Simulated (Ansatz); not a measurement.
Is this Zn2O structure a true minimum?

The cell was found from a proposed guess, not taken from experiment.

These are results of DFT PBE, scalar-relativistic, plane waves, PAW in Ansatz 0.2.0, not measurements. Plane waves to 420 eV, a k mesh through Γ of 12×12×8 on the computed 3-atom cell and Gaussian smearing (0.10 eV); no spin polarisation.

The cell below (3 atoms, space group P-3m1 (No. 164)) is relaxed within its symmetry.

```xyz
3
Lattice="3.0215 0.0000 0.0000 -1.5107 2.6167 0.0000 0.0000 0.0000 4.6265" Properties=species:S:1:pos:R:3 pbc="T T T"
Zn    1.5107    0.8722    3.3211
Zn    0.0000    1.7444    1.3055
O     0.0000    0.0000    0.0000
```

For the test a repeat of it with 6 atoms (edges 3.02, 4.63, 5.23 Å) was strained at random (σ = 1.5 % a component), the atoms were moved at random (σ = 0.05 Å), and all was relaxed again on a coarse 8×6×4 mesh (in the run’s order of axes) with 0.20 eV smearing, with no symmetry imposed.

Problem. Is the structure stable against such a distortion?

Solution. It returns, within 1 meV/atom of the unmoved cell on that mesh and with the same symmetry when read at 0.1 Å (C2/m at 0.01 Å, so small strains and shifts remain). No instability shows in this cell; modes of other wave vectors, which need another repeat, aren't tested.
